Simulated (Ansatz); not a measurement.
Sn, first-principles data

Sn:
```cif
data_Sn16
_chemical_formula_sum 'Sn16'
_space_group_name_H-M_alt 'Ia-3'
_space_group_IT_number 206
_space_group_name_Hall '-I 2b 2c 3'
_cell_length_a 8.10760
_cell_length_b 8.10760
_cell_length_c 8.10760
_cell_angle_alpha 90.000
_cell_angle_beta 90.000
_cell_angle_gamma 90.000
loop_
_atom_site_label
_atom_site_type_symbol
_atom_site_symmetry_multiplicity
_atom_site_Wyckoff_symbol
_atom_site_fract_x
_atom_site_fract_y
_atom_site_fract_z
_atom_site_occupancy
Sn1 Sn 16 c 0.10285 0.10285 0.10285 1
```
(The calculation used a cell of 8 atoms; values per cell refer to that cell.)

Space group Ia-3 (No. 206); conventional cell a = b = c = 8.1076 Å, α = β = γ = 90.00°.

Method: plane-wave PAW PBE (Ansatz code). Structure relaxed to zero pressure with the same functional. Other levels are named where they apply.

**Cell and energy**

- Volume per atom = 33.31 Å³
- Density = 5.92 g/cm³

**Electronic structure**

- Electronic character = metallic (no gap)
- Density of states at the Fermi level = 0.22 states/eV per atom (mean over ±0.08 eV)
- Gap with spin–orbit coupling = none (metallic)

**Mechanics**

- Bulk modulus (Birch–Murnaghan fit) = 354 kbar
- Pressure derivative B′ = 4.6

The start of the workflow was typed in or built on a structure type; neither database checked (COD, Materials Project) lists it. It is not the phase usual at ambient conditions (space group No. 141). The cell was relaxed with PBE under the symmetry of its start; its stability against distortions is not shown here. Scalar-relativistic: spin–orbit coupling is off unless named, which matters more the heavier the elements.

Potentials: the earlier of the program's two PAW sets.
